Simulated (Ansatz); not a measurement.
Y5S7 in space group C2/m (No. 12; Pearson symbol mS24), r²SCAN in the plane-wave PAW code Ansatz, all energies at zero smearing, with the estimated change up to a 700 eV cutoff added, with one set of potentials and settings (totals compare only within such a set). Cell of 12 atoms (5 Y, 7 S): -25668.208 eV.

```tsv
element	reference phase	E (eV/atom)
Y	P6_3/mmc, 2 atoms in the cell	-3859.7073
S	P2/c, 32 atoms in the cell	-905.8156
```

Formation energy per atom, worked out: (-25668.208 − 5×(-3859.7073) − 7×(-905.8156))/12 = -2.414 eV/atom (-233 kJ per mol of atoms), at 0 K, without zero-point energy or fitted corrections.

The workflow started from a Materials Project entry (that database holds measured and hypothetical structures alike); the Crystallography Open Database copy checked does not list it. Its standing as an ambient phase is unchecked. The r²SCAN relaxation kept the symmetry of its start; whether a distortion lowers the energy is not shown. No spin polarisation was allowed. The references are the lowest solids computed at this level, not always the standard phases.

Potentials: the later of the program's two PAW sets.
